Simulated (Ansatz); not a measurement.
Theory: Ansatz 0.2.0, DFT PBE, scalar-relativistic, plane waves, PAW, and for the lanthanide a 4f-in-core norm-conserving potential. Cutoff 690 eV, Γ-centred meshes of about 0.25 Å⁻¹ or finer for metals and 0.3 Å⁻¹ for insulators (2π included), Gaussian smearing. No spin polarisation.

These are static total energies at zero pressure.

Two forms of Tm2MgC2 were relaxed alike.

1.

```
CELL_PARAMETERS angstrom
4.16109 0.00000 0.00000
-2.08054 3.60361 0.00000
0.00000 0.00000 5.21706
ATOMIC_POSITIONS crystal
Tm 0.33333 0.66667 0.71717
Tm 0.66667 0.33333 0.28283
Mg 0.00000 0.00000 0.00000
C 0.33333 0.66667 0.22482
C 0.66667 0.33333 0.77518
```

2.

```
CELL_PARAMETERS angstrom
-1.67314 2.55052 4.90450
1.67314 -2.55052 4.90450
1.67314 2.55052 -4.90450
ATOMIC_POSITIONS crystal
Tm 0.67462 0.17462 0.50000
Tm 0.32538 0.82538 0.50000
Mg 0.00000 0.00000 0.00000
C 0.36035 0.50000 0.86035
C 0.63965 0.50000 0.13965
```

Task: Which would you expect to be lower, and how large is the difference?

Result: Cell 1 is lower, by 56 meV/atom. Cell 1 has space group P-3m1 (No. 164), 15.6 Å³/atom and no gap on its mesh; cell 2 has space group Immm (No. 71), 16.7 Å³/atom and no gap. Counting C atoms around Mg and Tm (those within 1.25 times the shortest such distance or 1.15 times the sum of covalent radii, 1.27 where that leaves under three; the shortest distance is added where it exceeds 1.18 times the sum of covalent radii), cell 1 has Tm 5, Mg 6 from 2.7 Å and cell 2 has Tm 4, Mg 4. Cell 2 holds C–C pairs (shortest 1.42 Å); in cell 1 the shortest C–C distance is 3.36 Å. The denser one is the lower, and pressure would at first widen the difference. In cell 1, Tm is surrounded by 3 C at 2.42 Å, 2 C at 2.57–2.65 Å and 3 Mg at 2.82 Å; around Mg lie 6 C at 2.67 Å and 6 Tm at 2.82 Å; C has 3 Tm at 2.42 Å, 2 Tm at 2.57–2.65 Å and 3 Mg at 2.67 Å. In cell 2, around Tm lie 4 C at 2.50 Å, 2 Mg at 3.07 Å, 7 Tm at 3.35–3.43 Å and 2 Mg at 3.60 Å; Mg has 4 C at 2.49 Å, 4 Tm at 3.07 Å, 2 Mg at 3.35 Å and 4 Tm at 3.60 Å; C is surrounded by 1 C at 1.42 Å, 2 Mg at 2.49 Å and 4 Tm at 2.50 Å. Both come from trial cells of a structure search, whose lowest cell (I4/mmm, 17.1 Å³/atom) lies 133 meV/atom below the lower of the two.

Cells relaxed within their symmetry can be saddle points. Some types were kept out of the candidates beforehand, so the set may lack a known form.

The lanthanide is trivalent by construction, without f bands, f moments or other valences.
